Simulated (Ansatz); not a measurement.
ZrS (rock salt, space group No. 225) under volume change, r²SCAN in the plane-wave PAW code Ansatz, scaled uniformly.

| V (Å³/atom) | E − E(relaxed) (meV/atom) | P (GPa) |
|---|---|---|
| 16.219 | 74.8 | 16.26 |
| 16.754 | 31.4 | 9.93 |
| 17.289 | 7.4 | 4.56 |
| 17.823 | 0.0 | 0.00 |
| 18.358 | 6.6 | -3.87 |
| 18.893 | 25.2 | -7.16 |
| 19.428 | 53.9 | -9.95 |

Task: What does a third-order Birch–Murnaghan fit give for V₀, B₀ and B′?

Result: V₀ = 17.82 Å³/atom, B₀ = 140 GPa, B′ = 4.4.

Space group Fm-3m (rock salt). The workflow started from an entry of the Crystallography Open Database (COD), which files this formula under 2 space groups. Its standing as an ambient phase is unchecked. Symmetry was held in the r²SCAN relaxation; of distortions, only those at the zone centre were tested. No spin polarisation was allowed.

Potentials: the later of the program's two PAW sets.
